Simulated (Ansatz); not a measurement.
Method: DFT PBE, scalar-relativistic, plane waves, PAW (Ansatz). The final run on the 8-atom cell used 420 eV, a Γ-centred 8×8×4 mesh, 0.02 eV smearing and no spin polarisation.

The zero of energy is the elements' standard structures at the same level; no fitted shifts are applied. The references include black phosphorus.

**Question.** Suggest a trial structure for a tetragonal semiconductor made of Ga, In and P, with a gap near 1.1 eV, a formation energy near −0.37 eV/atom and about 22 Å³ per atom, in a cell of 8 atoms.

**Answer.** InGa3P4, space group P-4m2 (No. 115). Around In lie 4 P at 2.54 Å; around Ga on a site of symmetry 2mm lie 4 P at 2.39–2.40 Å; around Ga on a site of symmetry -4m2 lie 4 P at 2.40 Å; P on its first site has 2 Ga at 2.39 Å and 2 In at 2.54 Å; 1 more site not described.

```cif
data_structure
_symmetry_space_group_name_H-M 'P-4m2'
_symmetry_Int_Tables_number 115
_cell_length_a 3.9654
_cell_length_b 3.9654
_cell_length_c 11.2880
_cell_angle_alpha 90.000
_cell_angle_beta 90.000
_cell_angle_gamma 90.000
_cell_volume 177.49
loop_
_atom_site_label
_atom_site_type_symbol
_atom_site_symmetry_multiplicity
_atom_site_Wyckoff_symbol
_atom_site_fract_x
_atom_site_fract_y
_atom_site_fract_z
_atom_site_occupancy
In1 In 1 b 0.50000 0.50000 0.00000 1
Ga1 Ga 2 e 0.00000 0.00000 0.74024 1
Ga2 Ga 1 c 0.50000 0.50000 0.50000 1
P1 P 2 g 0.50000 0.00000 0.85914 1
P2 P 2 g 0.50000 0.00000 0.37995 1
```

* Volume per atom: 22.19 Å³
* Density: 4.19 g/cm³
* Energy over the elements: −0.367 eV/atom
* Gap on the 8×8×4 mesh of the 8-atom cell: 1.11 eV

The structure comes from a generated guess, relaxed at this level; another structure or a mixture of phases may lie lower. The answer needn't be unique; the calculation gave this one.

Kohn–Sham gaps at this level usually fall short of measured ones. The reference form of P is held partly by dispersion forces, which this level lacks. A structure relaxed within its symmetry needn't be a true minimum.
